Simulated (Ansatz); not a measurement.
GaP (rock salt, Fm-3m) at seven volumes, the program Ansatz at the r²SCAN level (PAW), scaled uniformly. One row is withheld.

```tsv
V (Å³/atom)	P (GPa)
15.249	11.56
15.752	7.06
16.255	3.24
16.757	0.00
17.260	-2.74
17.763	?
18.265	-7.01
```

**Question.** Fit the shown pressures and predict the withheld one.

**Answer.** P = (3/2)B₀(x^(7/2) − x^(5/2))[1 + (3/4)(B′ − 4)(x − 1)] with x = (V₀/V)^(2/3). Least squares on the six rows gives V₀ = 16.758 Å³/atom, B₀ = 98.9 GPa, B′ = 4.52. At V = 17.763, x = 0.9619 and P = -5.05 GPa. The run itself gave -5.05 GPa.

The start of the workflow was typed in or built on a structure type; neither database checked (COD, Materials Project) lists it. It is not the phase usual at ambient conditions (space group No. 216). Symmetry was held in the r²SCAN relaxation; its stability against distortions is not shown here. Scalar-relativistic: spin–orbit coupling is off unless named, which matters more the heavier the elements.

Potentials: the later of the program's two PAW sets.
